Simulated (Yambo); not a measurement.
```
BaTiO3
1.0
    2.84826     1.64444     2.33556
   -2.84826     1.64444     2.33556
    0.00000    -3.28888     2.33556
O Ti Ba
3 1 1
Direct
  0.48895   0.97972   0.48895
  0.48895   0.48895   0.97972
  0.97972   0.48895   0.48895
  0.51333   0.51333   0.51333
  0.00014   0.00014   0.00014
```

BaTiO₃ (space group R3m, No. 160): G0W0@PBEsol in Yambo (4×4×4 Γ-centred k mesh, bands 2 to 127 and a 8 Ry block in the screening, 127 bands in G with the Bruneval-Gonze terminator, plasmon pole fitted at 27.2 eV) on wavefunctions from Quantum ESPRESSO. With the symmetry operations that carry no fractional translation, the mesh has 13 irreducible k points, and the gap Z → Γ is 4.013 eV.

Problem. What changes when point-group symmetry is switched off and time reversal alone is kept?

Solution. The mesh then has 36 irreducible points. The exact result doesn't change; the run gives 4.016 eV, and the difference is numerical residue, whose source wasn't traced. Rough time against the symmetric run: about 2× for the empty bands, about 2× for Yambo (3 states against 4).

Geometry of the Materials Project entry, not relaxed at this level.
